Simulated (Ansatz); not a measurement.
**CuO$_{2}$ (P6/mmm)**

All numbers below come from Ansatz, DFT PBE, scalar-relativistic, plane waves, PAW.

Settings: cutoff 420 eV, Γ-centred mesh 18×18×10 on the computed 3-atom cell, Gaussian smearing of 0.10 eV; no spin polarisation.

The structure is relaxed at this level of theory with its symmetry kept, and needn't be the ground state of this composition.

```yaml
crystal:
  lattice:
    - [3.51199, 0.00000, 0.00000]
    - [-1.75599, 3.04147, 0.00000]
    - [0.00000, 0.00000, 4.59338]
  atoms:
    - { symbol: Cu, position: [0.00000, 0.00000, 0.00000] }
    - { symbol: O, position: [0.33333, 0.66667, 0.00000] }
    - { symbol: O, position: [0.66667, 0.33333, 0.00000] }
```

| Item | Value |
| --- | --- |
| Space group | P6/mmm (No. 191) |
| Volume per atom | 16.35 Å³ |
| Formation energy from the elements' standard states (uncorrected) | +0.487 eV/atom |
| Kohn–Sham band gap | none (metal) |
| Density of states at the Fermi level | 2.2 states/eV per cell |
| Orbital (Löwdin) character within 0.5 eV of the Fermi level | O 2p 74 %, Cu 3d 20 % |
| Bader charge by site (e) | Cu (1 in the cell) 1.20, O (2 in the cell) -0.60 |

The cell holds layers, chains or molecules and no dispersion correction was added, so their binding is poorly described.

A magnetic start lost its moments in a first run, so spin was left out; other magnetic orders weren't tried.

Another cell of CuO2 relaxed alike, in Fd-3m, lies 0.52 eV/atom lower, so this cell isn't the stable form at this level.

The cell was found from a structure generator's guess, not taken from experiment. Löwdin shares on free-atom orbitals overweight diffuse shells.
